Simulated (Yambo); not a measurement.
Yambo run on LiCuF4 (space group P2_1/c, No. 14). The wavefunctions come from this Quantum ESPRESSO step (LDA, PseudoDojo standard norm-conserving files, scalar-relativistic):

```
&CONTROL
  calculation = 'nscf'
  pseudo_dir = './pseudo'
  outdir = './out'
/
&SYSTEM
  ibrav = 0
  nat = 12
  ntyp = 3
  ecutwfc = 92.0
  ecutrho = 368.0
  occupations = 'fixed'
  force_symmorphic = .true.
  nbnd = 214
/
&ELECTRONS
  conv_thr = 1.2000000000000002e-08
  diago_full_acc = .true.
  diago_thr_init = 1e-08
/
ATOMIC_SPECIES
Li 6.9400 Li.upf
F 18.9984 F.upf
Cu 63.5460 Cu.upf
CELL_PARAMETERS angstrom
  5.430050000000   0.000000000000   0.000000000000
  0.000000000000   4.777790000000   0.000000000000
 -2.703295000000   0.000000000000   4.989624000000
ATOMIC_POSITIONS crystal
Li   0.500000000000   0.000000000000   0.500000000000
Li   0.500000000000   0.500000000000   0.000000000000
F   0.146190000000   0.304510000000   0.804630000000
F   0.853810000000   0.695490000000   0.195370000000
F   0.853810000000   0.804510000000   0.695370000000
F   0.146190000000   0.195490000000   0.304630000000
F   0.327790000000   0.678560000000   0.633340000000
F   0.672210000000   0.321440000000   0.366660000000
F   0.672210000000   0.178560000000   0.866660000000
F   0.327790000000   0.821440000000   0.133340000000
Cu  -0.000000000000   0.500000000000   0.500000000000
Cu   0.000000000000   0.000000000000   0.000000000000
K_POINTS automatic
2 2 2 0 0 0
```

Yambo input:

```
rim_cut
gw0
dyson
el_el_corr
HF_and_locXC
ppa
em1d
RandQpts= 1000000
RandGvec= 1 Ry
EXXRLvcs= 92 Ry
VXCRLvcs= 368 Ry
Chimod= "HARTREE"
% BndsRnXp
 11 | 213 |
%
NGsBlkXp= 7 Ry
% LongDrXp
 1.0 | 1.0 | 1.0 |
%
PPAPntXp= 27.2114 eV
% GbndRnge
 1 | 213 |
%
GTermKind= "BG"
DysSolver= "n"
ExtendOut
% QPkrange
 1 | 1 | 50 | 51 |
 2 | 2 | 50 | 51 |
 4 | 4 | 50 | 51 |
 5 | 5 | 50 | 51 |
 6 | 6 | 50 | 51 |
 7 | 7 | 50 | 51 |
 8 | 8 | 50 | 51 |
%
```

k points by index: 1 = Γ, 2 = (0, 0, -0.5), 4 = (0, -0.5, -0.5), 5 = (-0.5, 0, 0), 6 = (-0.5, 0, -0.5), 7 = (-0.5, -0.5, 0), 8 = (-0.5, -0.5, -0.5).

The o-*.qp file then holds:

```
#    K-point    Band    Eo [eV]    E [eV]    E-Eo [eV]    Vxc [eV]    Vnlxc [eV]    Sc|Eo [eV]    Sc|E [eV]    dSc/dw|Eo [eV]    Re(Z)    Im(Z)
#
    1    50    0.000000    -0.214351    -0.214351    -29.20129    -35.53589    6.032194    6.120245    -11.16548    0.709049    -0.002324
    1    51    0.889264    1.621769    0.732505    -29.24236    -26.30473    -1.901102    -2.205117    -11.29040    0.706740    -0.003374
    2    50    -0.279179    -0.499109    -0.219931    -29.38361    -36.58075    6.884637    6.977207    -11.43845    0.704040    -0.002479
    2    51    0.564736    1.300665    0.735930    -28.74579    -25.67676    -2.038631    -2.333100    -10.88610    0.714249    -0.002404
    4    50    -0.425225    -0.729414    -0.304189    -28.85717    -36.05489    6.766182    6.893536    -11.37986    0.705107    -0.002853
    4    51    0.780479    1.465297    0.684818    -29.21138    -26.96067    -1.285321    -1.565893    -11.14614    0.709401    -0.003044
    5    50    -0.360562    -0.451490    -0.090928    -28.87973    -34.07380    5.065281    5.103143    -11.30236    0.706527    -0.002599
    5    51    0.725611    1.457179    0.731567    -28.96573    -26.01501    -1.919118    -2.219151    -11.15712    0.709198    -0.003118
    6    50    -0.359562    -0.575009    -0.215447    -29.45147    -36.80239    7.042926    7.135471    -11.66862    0.699868    -0.003086
    6    51    0.677143    1.436205    0.759062    -28.97837    -25.71518    -2.197556    -2.504133    -10.98805    0.712341    -0.002582
    7    50    -0.280962    -0.494988    -0.214026    -29.52314    -36.80726    6.979171    7.070093    -11.54322    0.702136    -0.002609
    7    51    0.575415    1.309889    0.734475    -28.76535    -25.66278    -2.074488    -2.368096    -10.87573    0.714443    -0.002405
    8    50    -0.477394    -0.808568    -0.331174    -29.02938    -36.80345    7.301679    7.442894    -11.58941    0.701296    -0.003080
    8    51    0.894426    1.614098    0.719672    -29.35016    -26.67007    -1.662216    -1.960417    -11.27211    0.707076    -0.003399
```
(The two width columns are left out.) Convergence of these settings isn't established.

Geometry of the Materials Project entry, not relaxed at this level.

The structure is a Materials Project entry; no match was found in the copy of COD used, and its stability was not checked.
